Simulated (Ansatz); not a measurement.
Zn (hcp, Mg type)

```yaml
crystal:
  lattice:
    - [5.29343, 0.00000, 0.00000]
    - [-1.32336, 2.29212, 0.00000]
    - [2.64671, 0.00000, 4.67807]
  atoms:
    - { symbol: Zn, position: [0.79167, 0.66667, 0.75000] }
    - { symbol: Zn, position: [0.29167, 0.66667, 0.75000] }
    - { symbol: Zn, position: [0.20833, 0.33333, 0.25000] }
    - { symbol: Zn, position: [0.70833, 0.33333, 0.25000] }
```

A phonon eigenvector at L = (0.5, 0.0, 0.5) is frozen into this cell: atom i moves by Q times the vector below, so Q is the largest atomic displacement, in Å. The cell is held. It is one choice among 2 degenerate patterns. (q is in reciprocal vectors of the primitive cell; the cell shown is doubled to hold the pattern.)

```tsv
atom	x	y	z
Zn1	0.500	-0.866	0.000
Zn2	-0.500	0.866	0.000
```

Atoms not listed stay in place.

Computed with r2SCAN (plane waves to 500 eV, PAW, scalar-relativistic; Ansatz, a program for electronic structure). k mesh 20×20×20 (Γ-centred), Fermi-Dirac smearing 0.05 eV. With partly filled bands, energies and forces of such displacements shift with the k mesh and the smearing. The PAW data are Ansatz's earlier set. Zn was relaxed with its symmetry unable to fall. 

```
Q (Å)   −dE/dQ from forces (eV/Å)
------  -------------------------
-0.280                      1.490
-0.233                      1.339
-0.187                      1.136
-0.140                      0.891
-0.093                      0.612
-0.047                      0.312
0.000                       0.000
0.047                      -0.312
0.093                      -0.612
0.140                      -0.891
0.187                      -1.136
0.233                      -1.339
0.280                      -1.490
```

Q: What harmonic wavenumber does the curvature at Q = 0 give?

A: 118 cm⁻¹. E″ = 6.72 eV/Å², M = Σ mᵢ|uᵢ|² = 130.8 u, ν̃ = 521.5·√(|E″|/M).

(A displaced cell: forces are minus the slopes of the energy, force constants its curvatures, and phonons follow from these.)
